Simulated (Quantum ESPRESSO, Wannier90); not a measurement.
# PtS₂ (CdI2 type), plane waves to Wannier functions

```xyz
3
Lattice="3.5487 0.0000 0.0000 -1.7744 3.0733 0.0000 0.0000 0.0000 5.5971" Properties=species:S:1:pos:R:3 pbc="T T T"
Pt     0.0000     0.0000     0.0000
S     -1.7744     1.0244    -1.2333
S      1.7744    -1.0244     1.2333
```

Materials Project entry mp-762; symmetrised, unrelaxed at this level. COD (Crystallography Open Database) has an entry of this formula and space group (matched by these alone). Level: PBEsol, spinors with spin-orbit coupling; pw.x of Quantum ESPRESSO at 68 Ry with PseudoDojo potentials, 6×6×4 k-points, Wannier90. Density: 12×12×6 mesh, cold smearing 0.01 Ry. The cell is built of weakly bound layers, chains or molecules, whose nearest atoms lie 3.74 Å apart. Database cells relaxed without dispersion often hold them too far apart, which can enlarge gaps and weakens couplings between them; spacing and stacking were not compared with the measured crystal.

Bands 13-30 form an isolated set from -7.07 to -0.08 eV relative to the valence-band maximum (on the path) and are turned into 18 Wannier functions by minimising the spread from the start: SCDM (isolated).

**Question.** Where do the functions sit, how wide are they and what are they made of?

**Answer.** 
```csv
functions,spread (Å²),"nearest atom, distance (Å)","second atom, distance (Å)",weight on atomic waves
6,1.18,Pt 0.00,S 2.39,Pt 5d 98 %
12,2.51,S 0.54,Pt 1.85,"S 3p 71 %, Pt 5d 19 %"
```

Ω_I = 33.86 Å², Ω_total = 37.17 Å²; the interpolated bands follow pw.x to 6.5 meV rms on the path. Only this start was tried; a symmetric start can stop on a saddle, and mixtures of these functions could lower the total by at most Ω_total − Ω_I.
